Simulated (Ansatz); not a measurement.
BaCoS$_{2}$:
```
BaCoS2
1.0
    4.29250     0.00000     0.00000
    0.00000     4.29250     0.00000
    0.00000     0.00000     8.73429
Ba Co S
2 2 4
Direct
  0.50000   0.00000   0.70197
  0.00000   0.50000   0.29803
  0.50000   0.00000   0.08816
  0.00000   0.50000   0.91184
  0.50000   0.00000   0.34274
  0.00000   0.50000   0.65726
  0.00000   0.00000   0.00000
  0.50000   0.50000   0.00000
```
The run is spin-polarised; directions of the spins, atom by atom: 0 0 0 0 0 0 0 0.

Relaxed with PBEsol.

Question: Give the Bader charges and basin volumes of the independent atoms, PBEsol in the plane-wave PAW code Ansatz.

Answer: 

| atom | Bader charge (e) | Bader volume (Å³) |
|---|---|---|
| Ba1 | +1.35 | 23.9 |
| Co3 | +0.46 | 11.2 |
| S5 | -1.12 | 27.4 |
| S7 | -0.69 | 18.0 |

Space group P4/nmm. The workflow started from an entry of the Crystallography Open Database (COD), which files this formula under 2 space groups. Its standing as an ambient phase is unchecked. Symmetry was held in the PBEsol relaxation; its stability against distortions is not shown here. The final state is ferromagnetic, the only order run, not a proven ground state. No Hubbard U is applied. Spin–orbit coupling is left out wherever it is not named.

Potentials: the later of the program's two PAW sets.
